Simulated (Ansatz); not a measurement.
LuB₂Ru₃ in space group P6/mmm (No. 191; Ru on 3g, Lu on 1a, B on 2c) under volume change, DFT-r²SCAN in the program Ansatz with PAW potentials, shape and atoms relaxed at each volume.

```json
[
 {"V (Å³/atom)": "11.690", "E − E(relaxed) (meV/atom)": "93.0", "P (GPa)": "28.02"},
 {"V (Å³/atom)": "12.075", "E − E(relaxed) (meV/atom)": "…", "P (GPa)": "…"},
 {"V (Å³/atom)": "12.460", "E − E(relaxed) (meV/atom)": "…", "P (GPa)": "…"},
 {"V (Å³/atom)": "12.846", "E − E(relaxed) (meV/atom)": "0.0", "P (GPa)": "0.00"},
 {"V (Å³/atom)": "13.231", "E − E(relaxed) (meV/atom)": "8.3", "P (GPa)": "-6.72"},
 {"V (Å³/atom)": "13.616", "E − E(relaxed) (meV/atom)": "31.5", "P (GPa)": "-12.44"},
 {"V (Å³/atom)": "14.002", "E − E(relaxed) (meV/atom)": "67.4", "P (GPa)": "-17.30"}
]
```

Question: Complete the blanks.

Answer: 
- 12.460, E − E(relaxed) (meV/atom): 9.2
- 12.460, P (GPa): 7.88
- 12.075, E − E(relaxed) (meV/atom): 39.0
- 12.075, P (GPa): 17.14

Question: What does a third-order Birch–Murnaghan fit give for V₀, B₀ and B′?

Answer: V₀ = 12.85 Å³/atom, B₀ = 242 GPa, B′ = 4.3.

The workflow started from an entry of the Crystallography Open Database (COD). Whether it is the stable phase at ambient conditions was not checked. The cell was relaxed with r²SCAN under the symmetry of its start; its stability against distortions is not shown here. The run is not spin-polarised. Spin–orbit coupling is left out wherever it is not named.

Potentials: the later of the program's two PAW sets.
